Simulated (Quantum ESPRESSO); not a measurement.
pw.x input (Quantum ESPRESSO 7.5; PBEsol, PseudoDojo standard norm-conserving files, scalar-relativistic):

```
&CONTROL
  calculation = 'scf'
  pseudo_dir = './pseudo'
  outdir = './out'
  tprnfor = .true.
  tstress = .true.
/
&SYSTEM
  ibrav = 0
  nat = 1
  ntyp = 1
  ecutwfc = 88.0
  ecutrho = 352.0
  occupations = 'smearing'
  smearing = 'fd'
  degauss = 0.005
  nbnd = 12
/
&ELECTRONS
  conv_thr = 1e-10
/
ATOMIC_SPECIES
Rh 102.9055 Rh.upf
CELL_PARAMETERS angstrom
  0.000000000000   1.902985000000   1.902985000000
  1.902985000000   0.000000000000   1.902985000000
  1.902985000000   1.902985000000   0.000000000000
ATOMIC_POSITIONS crystal
Rh   0.000000000000   0.000000000000   0.000000000000
K_POINTS automatic
20 20 20 0 0 0
```

End of the output:

```
     total energy              =    -234.43195948 Ry
     estimated scf accuracy    <       0.00000013 Ry
     total energy              =    -234.43195951 Ry
     estimated scf accuracy    <          9.1E-09 Ry
     total energy              =    -234.43195951 Ry
     estimated scf accuracy    <          6.5E-10 Ry
[...]
     the Fermi energy is    22.4467 ev
!    total energy              =    -234.43195951 Ry
     estimated scf accuracy    <          1.2E-11 Ry
     smearing contrib. (-TS)   =      -0.00141135 Ry
     internal energy E=F+TS    =    -234.43054816 Ry
     The total energy is F=E-TS. E is the sum of the following terms:
     one-electron contribution =     -50.33350682 Ry
     hartree contribution      =      37.73548115 Ry
     xc contribution           =     -37.60271835 Ry
     ewald contribution        =    -184.22980414 Ry
     convergence has been achieved in   8 iterations
     Forces acting on atoms (cartesian axes, Ry/au):
     atom    1 type  1   force =     0.00000000    0.00000000    0.00000000
     Total force =     0.000000     Total SCF correction =     0.000000
     Computing stress (Cartesian axis) and pressure
          total   stress  (Ry/bohr**3)                   (kbar)     P=      -53.34
  -0.00036259  -0.00000000   0.00000000          -53.34       -0.00        0.00
  -0.00000000  -0.00036259  -0.00000000           -0.00      -53.34       -0.00
  -0.00000000  -0.00000000  -0.00036259           -0.00       -0.00      -53.34
```

Spin-orbit coupling is not included.

Geometry of the Materials Project entry, not relaxed at this level.
